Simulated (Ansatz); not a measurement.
Surface loss at microwave frequencies, Drude damping in the near infrared and electronic heat conduction all follow from the resistivity and the plasma energy of a metal.

The reference row is fcc Ag. Frequency 10 GHz, photon energy 1.2 eV, T = 300 K, Lorenz number 2.44×10⁻⁸ WΩ/K². All rows are cubic metals, run without spin polarisation.

Methods, by column (Ansatz, a plane-wave PAW program): resistivity, plasma energy, N(E_F): PBEsol, Boltzmann equation with harmonic phonons, 300 K, mean over directions.

Whether these are the forms stable at ambient conditions was not checked: LuH2 (fluorite); LuPd3 (Cu3Au type); LuHg (CsCl type); LuPd (CsCl type). Spin–orbit coupling is left out unless named.

Model: R_s = √(πfμ₀ρ) = 6.283 mΩ × √(f ρ); ħγ = ħε₀ω_p²ρ = 0.1345 meV × (ħω_p)² ρ; quality = ω/γ; κ_e = L₀T/ρ = 732/ρ.

| crystal | ρ (μΩ·cm) | ħω_p (eV) | N(E_F) (states/eV/atom) | surface resistance (mΩ) | damping ħγ (meV) | Drude quality | electronic κ (W/(m·K)) |
|---|---|---|---|---|---|---|---|
| LuH2 (fluorite) | 12 | 5.1 | 0.19 | [?] | [?] | [?] | [?] |
| fcc Ag, reference | 1.6 | 9.2 | 0.26 | 25 | 18.2 | 66 | 460 |
| LuPd3 (Cu3Au type) | 11 | 4.8 | 0.64 | [?] | [?] | [?] | [?] |
| LuHg (CsCl type) | 25 | 5.0 | 0.63 | [?] | [?] | [?] | [?] |
| LuPd (CsCl type) | 8.3 | 6.9 | 0.54 | 57 | 53.1 | 23 | 88 |

Q: Complete the blanks.

A: 
- LuH2 (fluorite): R_s = 6.283 × √(10 × 12) = 69 mΩ; ħγ = 0.1345 × 5.1² × 12 = 42.0 meV; Drude quality: 1200/42.0 = 29; κ_e = 732/12 = 61 W/(m·K).
- LuPd3 (Cu3Au type): R_s = 6.283 × √(10 × 11) = 66 mΩ; ħγ = 0.1345 × 4.8² × 11 = 34.1 meV; Drude quality: 1200/34.1 = 35; κ_e = 732/11 = 67 W/(m·K).
- LuHg (CsCl type): R_s = 6.283 × √(10 × 25) = 99 mΩ; ħγ = 0.1345 × 5.0² × 25 = 84.1 meV; Drude quality: 1200/84.1 = 14; κ_e = 732/25 = 29 W/(m·K).

In order of Drude quality, highest first: fcc Ag (66 ± 12), LuPd3 (Cu3Au type) (35 ± 6.6) ≈ LuH2 (fluorite) (29 ± 5.4) ≈ LuPd (CsCl type) (23 ± 4.3), LuHg (CsCl type) (14 ± 2.7). The ± follows from allowances picked for this note (resistivity 12 %, plasma energy 4 %, 12 % for the model), carried to first order and added in quadrature; ≈ joins neighbours closer than their two ± added in quadrature. 0 of the 4 others clearly beat the reference on this figure.

Only phonon scattering is included, so films lose more. Interband absorption, often the larger optical loss, is outside the Drude quality. Resistivities move by up to 12 % from half the mesh. The rows are a sample of cubic metals; oxides, V to Ni (no spin in these runs) and Tl, Pb, Bi were not drawn. Limits of the draw: cubic metals without O, V to Ni, Tl, Pb or Bi. As a rule kept out of such tables: 4f compounds, open-shell compounds run without a Hubbard term, cells found unstable in the tests at hand, cells close to a higher symmetry, and runs set to a pressure or over 12 % in volume from the crystal's fullest run.
